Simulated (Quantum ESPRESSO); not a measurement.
# Band energies of CdO

```xyz
2
Lattice="0.0000 2.3610 2.3610 2.3610 0.0000 2.3610 2.3610 2.3610 0.0000" Properties=species:S:1:pos:R:3 pbc="T T T"
O      2.3610     2.3610     2.3610
Cd     0.0000     0.0000     0.0000
```

PBE (pw.x of Quantum ESPRESSO, ONCV potentials, without SOC); path ΓXWKΓLUWLK,UX; energies in eV from the Fermi level.

| k (1/Å) | point | band 9 | band 10 | band 11 | band 12 | band 13 | band 14 | band 15 | band 16 |
|---|---|---|---|---|---|---|---|---|---|
| 0.00 | Γ | -6.45 | -6.45 | -1.37 | -1.37 | -1.37 | -0.49 | 14.56 | 16.88 |
| 0.33 |  | -6.69 | -6.41 | -2.33 | -1.42 | -1.42 | 1.33 | 13.33 | 14.71 |
| 0.67 |  | -6.50 | -6.32 | -2.90 | -1.66 | -1.66 | 3.47 | 10.60 | 12.07 |
| 1.11 |  | -6.15 | -6.15 | -3.84 | -2.20 | -2.20 | 3.98 | 8.43 | 11.22 |
| 1.33 | X | -6.08 | -5.78 | -4.27 | -2.31 | -2.31 | 3.79 | 8.39 | 11.12 |
| 1.44 |  | -6.08 | -5.80 | -4.20 | -2.33 | -2.27 | 3.90 | 8.40 | 10.86 |
| 1.77 |  | -6.08 | -5.87 | -3.51 | -2.59 | -1.98 | 5.20 | 8.51 | 9.41 |
| 2.00 | W | -6.08 | -5.88 | -2.98 | -2.98 | -1.90 | 5.86 | 8.80 | 8.80 |
| 2.23 |  | -6.12 | -5.96 | -3.27 | -2.85 | -1.59 | 5.59 | 8.57 | 8.66 |
| 2.47 | K | -6.17 | -6.06 | -3.38 | -2.88 | -1.30 | 5.31 | 8.50 | 8.50 |
| 2.57 |  | -6.21 | -6.10 | -3.09 | -3.03 | -0.97 | 5.84 | 7.78 | 8.58 |
| 2.87 |  | -6.35 | -6.13 | -3.31 | -2.28 | -0.25 | 5.51 | 7.90 | 9.12 |
| 3.27 |  | -6.57 | -6.30 | -3.23 | -1.60 | -0.40 | 2.93 | 10.88 | 11.22 |
| 3.58 |  | -6.64 | -6.46 | -2.47 | -1.41 | -1.03 | 1.00 | 13.02 | 14.37 |
| 3.88 | Γ | -6.45 | -6.45 | -1.37 | -1.37 | -1.37 | -0.49 | 14.56 | 16.88 |
| 4.30 |  | -6.53 | -6.53 | -3.01 | -0.97 | -0.97 | 1.64 | 11.58 | 14.76 |
| 4.61 |  | -6.35 | -6.35 | -3.70 | -0.44 | -0.44 | 3.32 | 8.80 | 12.86 |
| 5.03 | L | -6.21 | -6.21 | -3.83 | -0.07 | -0.07 | 4.38 | 7.15 | 11.78 |
| 5.34 |  | -6.23 | -6.21 | -3.77 | -0.89 | -0.31 | 5.31 | 6.87 | 10.55 |
| 5.64 |  | -6.20 | -6.17 | -3.50 | -2.35 | -0.88 | 5.94 | 7.29 | 9.05 |
| 5.84 | U | -6.17 | -6.06 | -3.38 | -2.88 | -1.30 | 5.31 | 8.50 | 8.50 |
| 6.08 |  | -6.12 | -5.96 | -3.27 | -2.85 | -1.59 | 5.59 | 8.57 | 8.66 |
| 6.32 | W | -6.08 | -5.88 | -2.98 | -2.98 | -1.90 | 5.86 | 8.80 | 8.80 |
| 6.41 |  | -6.09 | -5.91 | -3.06 | -2.91 | -1.79 | 5.90 | 8.58 | 8.84 |
| 6.69 |  | -6.19 | -6.16 | -3.55 | -2.03 | -0.95 | 6.33 | 6.88 | 9.40 |
| 7.07 |  | -6.22 | -6.21 | -3.81 | -0.42 | -0.17 | 4.78 | 7.04 | 11.21 |
| 7.26 | L | -6.21 | -6.21 | -3.83 | -0.07 | -0.07 | 4.38 | 7.15 | 11.78 |
| 7.35 |  | -6.21 | -6.21 | -3.83 | -0.16 | -0.10 | 4.48 | 7.12 | 11.63 |
| 7.62 |  | -6.23 | -6.21 | -3.74 | -1.15 | -0.40 | 5.61 | 6.77 | 10.23 |
| 7.98 |  | -6.18 | -6.10 | -3.35 | -2.79 | -1.12 | 5.59 | 7.97 | 8.70 |
| 8.07 | K | -6.17 | -6.06 | -3.38 | -2.88 | -1.30 | 5.31 | 8.50 | 8.50 |
| 8.07 | U | -6.17 | -6.06 | -3.38 | -2.88 | -1.30 | 5.31 | 8.50 | 8.50 |
| 8.17 |  | -6.13 | -5.99 | -3.65 | -2.73 | -1.60 | 4.84 | 8.45 | 9.17 |
| 8.54 | X | -6.08 | -5.78 | -4.27 | -2.31 | -2.31 | 3.79 | 8.39 | 11.12 |

At this level the gap is closed or nearly so: along the path the highest valence and lowest conduction bands touch, or overlap by less than 0.6 eV, a zero-gap or semimetallic result; the valence top lies at L, the conduction bottom at Γ, 0.42 eV lower. Semilocal functionals close the gaps of some narrow-gap semiconductors, so this alone doesn't show that the compound has none.

Spin-orbit splittings are left out.

Geometry of the Materials Project entry, not relaxed at this level.
